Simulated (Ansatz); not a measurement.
Structures of ZnC2: which is lowest?

Plane-wave DFT in Ansatz with scalar-relativistic PAW potentials, cutoff 420 eV, Γ-centred meshes chosen by cell and gap, Gaussian smearing with energies taken to zero width. Every cell was relaxed (cell and atoms) in a run of its own, within the symmetry of its start. Functional: PBE.

Relaxed structures (starts from databases or built by putting these elements on another compound's sites):
A. P6/mmm, 3 atoms in the computed cell, a = 2.482 Å, c = 9.087 Å; sites (symmetry × multiplicity) Zn 6/mmm × 1, C -6m2 × 2; start: built
B. R-3m, 3 atoms in the computed cell, a = 2.482 Å, c = 26.514 Å; sites (symmetry × multiplicity) Zn -3m × 3, C 3m × 6; start: built

Task: Rank them by energy. Could pressure change the order?

Result:
```tsv
structure	group	E − E(lowest) (meV/atom)	V (Å³/atom)	gap on mesh (eV)
B	R-3m	0.0	15.72	0.00
A	P6/mmm	0.3	16.17	0.00
```

B and A are level within the 5 meV/atom that separate runs leave open. The two lowest differ in volume by under 3 %, too little for a first-order estimate of what pressure does to that pair (other pairs aren't weighed here). Other structures may lie lower than all of these, and vibrations aren't counted.

Each cell of ZnC2 holds layers, and where no dispersion correction was added their binding is poorly described.